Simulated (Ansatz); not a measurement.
Space group Pm-3m (No. 221). a = 4.001 Å, b = 4.001 Å, c = 4.001 Å, α = 90.00°, β = 90.00°, γ = 90.00°
```tsv
atom	site	symmetry	x	y	z
Ba	1b	m-3m	0.5000	0.5000	0.5000
Ir	1a	m-3m	0.0000	0.0000	0.0000
O	3d	4/mm.m	0.5000	0.0000	0.0000
```

Equation of state of this BaIrO$_{3}$ structure (not necessarily the ground state), with shape and atoms relaxed at each volume where symmetry leaves them free. It has no gap at any of these volumes. Theory: DFT PBEsol, scalar-relativistic, plane waves, PAW in Ansatz 0.2.0.

Settings: cutoff 420 eV, Γ-centred mesh 10×10×10 on the computed 5-atom cell, Gaussian smearing of 0.10 eV; no spin polarisation.

```tsv
V (Å³/atom)	E − E(largest V) (meV/atom)	P (GPa)
12.044	5.22	12.96
12.428	-16.66	5.87
12.812	-23.22	0.02
13.197	-17.06	-4.93
13.581	0.00	-9.19
```

Task: Fit a third-order Birch–Murnaghan equation to E(V).

Result: V0 = 12.81 Å³/atom, B0 = 178 GPa, B0' = 4.7.

Spin-orbit coupling is left out, which matters for the bands of heavy elements. Spin polarisation was left out, and a magnetic state may lie lower.

Symmetry holds off the tilts and polar distortions that many cubic perovskites undergo.

Cost: 5 runs of about 0.79 core-minutes in all, on Arm Neoverse V1 (shared hosts).